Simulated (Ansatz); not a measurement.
ZrNi in space group Cmcm (No. 63; Zr on 4c, Ni on 4c) at seven volumes, DFT-LDA in the program Ansatz with PAW potentials, shape and atoms relaxed at each. One row is withheld.

```csv
V (Å³/atom),P (GPa)
14.299,18.19
14.770,11.24
15.242,5.22
15.713,-0.01
16.184,?
16.656,-8.31
17.127,-11.55
```

Task: Fit the shown pressures and predict the withheld one.

Result: Third-order Birch–Murnaghan: P = (3/2)B₀(x^(7/2) − x^(5/2))[1 + (3/4)(B′ − 4)(x − 1)] with x = (V₀/V)^(2/3). Least squares on the six rows gives V₀ = 15.715 Å³/atom, B₀ = 159.8 GPa, B′ = 3.98. At V = 16.184, x = 0.9806 and P = -4.43 GPa. The run itself gave -4.49 GPa.

The workflow started from a Materials Project entry (that database holds measured and hypothetical structures alike); the Crystallography Open Database files this formula in space group No. 63, but the cells were not matched. Its standing as an ambient phase is unchecked. The cell was relaxed with LDA under the symmetry of its start; whether a distortion lowers the energy is not shown. The run is not spin-polarised.

Potentials: the later of the program's two PAW sets.
